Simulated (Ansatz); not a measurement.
Input:

Relaxed HfO2 (fluorite):

```
HfO2
1.0
    0.00000     2.54906     2.54906
    2.54906     0.00000     2.54906
    2.54906     2.54906     0.00000
Hf O
1 2
Direct
  0.00000   0.00000   0.00000
  0.25000   0.25000   0.25000
  0.75000   0.75000   0.75000
```

In this cell atom 2 (O, nearest neighbour Hf at 2.208 Å; its periodic images, 3.6 Å or more away, move with it) is moved by s along Cartesian [111], unit vector (0.577, 0.577, 0.577); all other atoms and the cell stay fixed.

Calculation: PBE (plane waves to 420 eV, PAW, scalar-relativistic; Ansatz, a first-principles code). k mesh 9×9×9 (Γ-centred), Fermi-Dirac smearing 0.05 eV. E stands for the smeared free energy. HfO2 is run without spin polarisation. HfO2 was relaxed with its symmetry unable to fall. Spin-orbit coupling is left out, though Hf is heavy. The PAW data are Ansatz's earlier set. This is a high-temperature form of HfO2. ΔE is measured from the undisplaced structure.

The scan covers s from -0.220 to 0.220 Å in 11 points.

Problem. Is the energy the same for displacements of ±0.220 Å, and if not, which side lies higher?

Solution. Not even: the negative side lies higher at ±0.220 Å. With its periodic images moving along, the atom's site symmetry in this cell is -43m.

Problem. What force acts on the atom along the line at s = -0.220 Å?

Solution. 3.25 eV/Å.

Problem. What is the energy change at s = 0.220 Å?

Solution. 209 meV/cell.

Problem. What is the force constant k = d²E/ds² of this move at s = 0?

Solution. 10.5 eV/Å².

(For displaced atoms, the force is minus the slope of the energy, and its curvature is a force constant, which sets phonon frequencies.)
